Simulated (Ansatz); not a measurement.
Polymorphs of AlIr, each relaxed with DFT-PBEsol in the program Ansatz with PAW potentials:

A: Cmcm
a = 2.854 Å, b = 9.612 Å, c = 4.202 Å, α = β = γ = 90.00°

```json
[
 {"atom": "Al", "site": "4c", "symmetry": "m2m", "x": "0.0000", "y": "0.3499", "z": "0.2500"},
 {"atom": "Ir", "site": "4c", "symmetry": "m2m", "x": "0.0000", "y": "0.0881", "z": "0.2500"}
]
```

B: rock salt (Fm-3m)
a = b = c = 4.9991 Å, α = β = γ = 90.00°

```tsv
atom	site	symmetry	x	y	z
Ir	4a	m-3m	0.0000	0.0000	0.0000
Al	4b	m-3m	0.5000	0.5000	0.5000
```

### Question
Put the candidates in order of energy per atom at 0 K, lowest first, for PBEsol.

### Answer
A (+0 meV/atom), B (+567 meV/atom)

Typed or built starts, not in the databases checked: A; B. Unstable at this level: B. All cells were relaxed under the symmetry of their starts (and spin orders); stability against distortions was not tested throughout. Named crystals with no word on spin ran without spin polarisation. Scalar-relativistic: spin–orbit coupling is off unless named, which matters more the heavier the elements.

Energies hold the estimated change up to a 700 eV cutoff; steps of a few meV lie near the error of the meshes.

Potentials: the earlier of the program's two PAW sets. The files were generated under PBE; for other functionals the program regenerates the frozen cores, and for LDA and PBEsol the local potential too.
